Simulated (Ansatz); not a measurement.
Consider the following.

CrAgS₂:
```cif
data_AgCrS2
_chemical_formula_sum 'Cr1 Ag1 S2'
_space_group_name_H-M_alt 'P 1'
_space_group_IT_number 1
_cell_length_a 6.96072
_cell_length_b 6.96072
_cell_length_c 6.96072
_cell_angle_alpha 28.916
_cell_angle_beta 28.916
_cell_angle_gamma 28.916
loop_
_space_group_symop_operation_xyz
  'x, y, z'
loop_
_atom_site_label
_atom_site_type_symbol
_atom_site_fract_x
_atom_site_fract_y
_atom_site_fract_z
_atom_site_occupancy
Cr1 Cr 0.00098 0.00098 0.00098 1
Ag1 Ag 0.15357 0.15357 0.15357 1
S1 S 0.73406 0.73406 0.73406 1
S2 S 0.27279 0.27279 0.27279 1
```
The run is spin-polarised.

This is the PBEsol-relaxed structure.

**Question.** All from plane-wave PAW PBEsol (Ansatz code), unless another level is named. Give the magnetic order.

**Answer.** ferromagnetic.

**Question.** Next, the Bader charges?

**Answer.** Cr +1.24, Ag +0.36, S -0.83 to -0.77 e.

Space group R3m. The workflow started from a Materials Project entry (that database holds measured and hypothetical structures alike); the Crystallography Open Database files this formula in space group No. 160, but the cells were not matched. Its standing as an ambient phase is unchecked. The cell was relaxed with PBEsol under the symmetry of its start; whether a distortion lowers the energy is not shown. The final state is ferromagnetic, chosen from 2 collinear starts compared on coarse meshes (ties went to the first, and starts can fall back to one state), not a proven ground state. No Hubbard U is applied.

Potentials: the later of the program's two PAW sets.
